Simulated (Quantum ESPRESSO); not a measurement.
## Hf7Mo (input and log of a self-consistent run)

A calculation, not a measurement. The program is pw.x of Quantum ESPRESSO 7.5 (plane-wave density functional theory). The cell is made up: eight metal atoms on a hexagonal close-packed lattice, with elements, volume, strain and displacements drawn at random and not relaxed, so it may be unstable or far from any real phase. PseudoDojo standard norm-conserving files set the functional (PBE unless stated); there is no spin polarisation or spin-orbit coupling, the Fermi-Dirac width of 0.25 eV means electrons at about 2900 K, and the masses in the input are unused placeholders. Heavy elements are run without spin-orbit coupling, which real alloys of them have. A spin test at this wide smearing found no moment, but such smearing suppresses magnetism that the real alloy may have.

Input:

```
&control calculation='scf', pseudo_dir='./dojo.nc.sr.pbe.v0_5.standard.upf', outdir='./o', disk_io='minimal', tprnfor=.true., tstress=.true. /
&system ibrav=0, nat=8, ntyp=2, nbnd=67, ecutwfc=79.96652505, nosym=.true., tot_charge=0,
 occupations='smearing', smearing='fd', degauss=0.0183746611
/
&electrons conv_thr=1.470e-08, electron_maxstep=70, mixing_beta=0.5 /
ATOMIC_SPECIES
Hf 1.0 Hf.upf
Mo 1.0 Mo.upf
CELL_PARAMETERS angstrom
-3.0387 0.0 0.0
0.0 5.2631 -4.8918
0.0 -5.2631 -4.8918
ATOMIC_POSITIONS angstrom
Hf -0.0213 -0.2001 -0.1299
Hf 0.1339 1.7814 -2.3885
Mo 0.0119 -0.0118 -4.9267
Hf 0.0055 1.8327 -7.3972
Hf -1.5838 -0.6592 -2.4731
Hf -1.2922 -2.6505 -4.9357
Hf -1.4831 -0.852 -7.3732
Hf -1.6455 2.5829 -4.8572
K_POINTS automatic
8 3 3 1 1 1
```

The log is shortened where brackets say so; the opening notice, blank lines, dates and the lines on written files are dropped, and the path of the files is cut. It prints rydbergs, bohrs and kilobars, and counts compression as positive stress. Its total energy is the free energy E - TS of the whole cell.

```
     Program PWSCF v.7.5
     Parallel version (MPI & OpenMP), running on       4 processor cores
     Number of MPI processes:                 4
     Threads/MPI process:                     1
     [start-up lines left out]
     bravais-lattice index     =            0
     lattice parameter (alat)  =       5.7423  a.u.
     unit-cell volume          =    1055.9047 (a.u.)^3
     number of atoms/cell      =            8
     number of atomic types    =            2
     number of electrons       =        98.00
     number of Kohn-Sham states=           67
     kinetic-energy cutoff     =      79.9665  Ry
     charge density cutoff     =     319.8661  Ry
     scf convergence threshold =      1.5E-08
     mixing beta               =       0.5000
     number of iterations used =            8  plain     mixing
     Exchange-correlation= PBE
                           (   1   4   3   4   0   0   0)
     [axes and pseudopotential details left out]
   Cartesian axes
     site n.     atom                  positions (alat units)
         1        Hf     tau(   1) = (  -0.0070096  -0.0658505  -0.0427485  )
         2        Hf     tau(   2) = (   0.0440649   0.5862375  -0.7860269  )
         3        Mo     tau(   3) = (   0.0039161  -0.0038832  -1.6213183  )
         4        Hf     tau(   4) = (   0.0018100   0.6031198  -2.4343305  )
         5        Hf     tau(   5) = (  -0.5212097  -0.2169349  -0.8138678  )
         6        Hf     tau(   6) = (  -0.4252476  -0.8722480  -1.6242801  )
         7        Hf     tau(   7) = (  -0.4880706  -0.2803831  -2.4264324  )
         8        Hf     tau(   8) = (  -0.5415145   0.8500016  -1.5984467  )
     number of k points=    36  Fermi-Dirac smearing, width (Ry)=  0.0184
                       cart. coord. in units 2pi/alat
        k(    1) = (  -0.0625000   0.0000000  -0.1035304), wk =   0.0555556
        k(    2) = (  -0.0625000   0.1924531   0.1035304), wk =   0.0555556
     [further k points left out]
     Dense  grid:   102001 G-vectors     FFT dimensions: (  36,  80,  80)
     Estimated max dynamical RAM per process >     298.89 MB
     Estimated total dynamical RAM >       1.09 GB
     Initial potential from superposition of free atoms
     starting charge      97.9856, renormalised to      98.0000
     Starting wfcs are   80 randomized atomic wfcs
     total cpu time spent up to now is        5.7 secs
     per-process dynamical memory:   229.3 Mb
     Self-consistent Calculation
     iteration #  1     ecut=    79.97 Ry     beta= 0.50
     Davidson diagonalization with overlap
     ethr =  1.00E-02,  avg # of iterations =  2.8
     total cpu time spent up to now is       16.9 secs
     total energy              =    -929.12540627 Ry
     estimated scf accuracy    <       1.84134416 Ry
     iteration #  2     ecut=    79.97 Ry     beta= 0.50
     Davidson diagonalization with overlap
     ethr =  1.88E-03,  avg # of iterations =  4.2
     total cpu time spent up to now is       30.7 secs
     total energy              =    -928.26313940 Ry
     estimated scf accuracy    <      33.64273723 Ry
     iteration #  3     ecut=    79.97 Ry     beta= 0.50
     Davidson diagonalization with overlap
     ethr =  1.88E-03,  avg # of iterations =  3.0
     total cpu time spent up to now is       42.2 secs
     total energy              =    -930.19139779 Ry
     estimated scf accuracy    <       0.87163072 Ry
     iteration #  4     ecut=    79.97 Ry     beta= 0.50
     Davidson diagonalization with overlap
     ethr =  8.89E-04,  avg # of iterations =  1.6
     total cpu time spent up to now is       51.6 secs
     total energy              =    -930.23091105 Ry
     estimated scf accuracy    <       0.11434572 Ry
     iteration #  5     ecut=    79.97 Ry     beta= 0.50
     Davidson diagonalization with overlap
     ethr =  1.17E-04,  avg # of iterations =  6.1
     total cpu time spent up to now is       64.9 secs
     total energy              =    -930.23881543 Ry
     estimated scf accuracy    <       0.11084300 Ry
     [iterations 6 to 14 left out]
     iteration # 15     ecut=    79.97 Ry     beta= 0.50
     Davidson diagonalization with overlap
     ethr =  2.86E-10,  avg # of iterations =  5.2
     total cpu time spent up to now is      173.5 secs
     total energy              =    -930.25357201 Ry
     estimated scf accuracy    <       0.00000007 Ry
     iteration # 16     ecut=    79.97 Ry     beta= 0.50
     Davidson diagonalization with overlap
     ethr =  6.98E-11,  avg # of iterations =  4.5
     total cpu time spent up to now is      186.2 secs
     total energy              =    -930.25357199 Ry
     estimated scf accuracy    <       0.00000059 Ry
     iteration # 17     ecut=    79.97 Ry     beta= 0.50
     Davidson diagonalization with overlap
     ethr =  6.98E-11,  avg # of iterations =  3.2
     total cpu time spent up to now is      197.8 secs
     total energy              =    -930.25357203 Ry
     estimated scf accuracy    <       0.00000003 Ry
     iteration # 18     ecut=    79.97 Ry     beta= 0.50
     Davidson diagonalization with overlap
     ethr =  3.07E-11,  avg # of iterations =  2.1
     total cpu time spent up to now is      208.5 secs
     total energy              =    -930.25357204 Ry
     estimated scf accuracy    <       0.00000003 Ry
     iteration # 19     ecut=    79.97 Ry     beta= 0.50
     Davidson diagonalization with overlap
     ethr =  3.07E-11,  avg # of iterations =  1.0
     total cpu time spent up to now is      217.9 secs
     End of self-consistent calculation
     [lines on levels left out]
!    total energy              =    -930.25357204 Ry
     estimated scf accuracy    <          4.3E-09 Ry
     smearing contrib. (-TS)   =      -0.13545474 Ry
     internal energy E=F+TS    =    -930.11811730 Ry
     The total energy is F=E-TS. E is the sum of the following terms:
     one-electron contribution =    -144.28378759 Ry
     hartree contribution      =     114.74948641 Ry
     xc contribution           =    -220.99642232 Ry
     ewald contribution        =    -679.58739381 Ry
     convergence has been achieved in  19 iterations
     Forces acting on atoms (cartesian axes, Ry/au):
     atom    1 type  1   force =    -0.00934344    0.05181110    0.05676216
     atom    2 type  1   force =    -0.02191523    0.02285013   -0.01619241
     atom    3 type  2   force =    -0.00182274    0.00817991   -0.00629740
     atom    4 type  1   force =     0.00485694   -0.00679645    0.01931897
     atom    5 type  1   force =     0.02071506   -0.06119699   -0.07344008
     atom    6 type  1   force =    -0.01889051    0.02278333    0.01808820
     atom    7 type  1   force =     0.00227098    0.02760329    0.02668019
     atom    8 type  1   force =     0.02412894   -0.06523431   -0.02491964
     Total force =     0.159748     Total SCF correction =     0.000265
     Computing stress (Cartesian axis) and pressure
          total   stress  (Ry/bohr**3)                   (kbar)     P=      148.99
   0.00115223  -0.00010171  -0.00001502          169.50      -14.96       -2.21
  -0.00010171   0.00080484   0.00000062          -14.96      118.40        0.09
  -0.00001502   0.00000062   0.00108130           -2.21        0.09      159.06
     init_run     :      5.40s CPU      5.59s WALL (       1 calls)
     electrons    :    211.79s CPU    212.28s WALL (       1 calls)
     forces       :      2.35s CPU      2.37s WALL (       1 calls)
     stress       :      8.45s CPU      8.62s WALL (       1 calls)
     [timing details left out]
     PWSCF        :   3m48.10s CPU   3m49.00s WALL
     JOB DONE.
```

In other units: free energy -12656.745 eV for the cell, pressure 14.90 GPa, largest force component 1.888 eV/Å in size. The run took 231 s of wall time with four MPI processes on a shared machine (Intel Xeon, 2023 or later, virtual cores), so the time is rough. A rerun of this cell at a higher cutoff and on a denser mesh moved values by no more than 0.003 eV in energy, 0.07 GPa in stress and 0.015 eV/Å in force, and a second program with other atomic files agreed on that cell to 2 % rms in force and 0.5 GPa in pressure.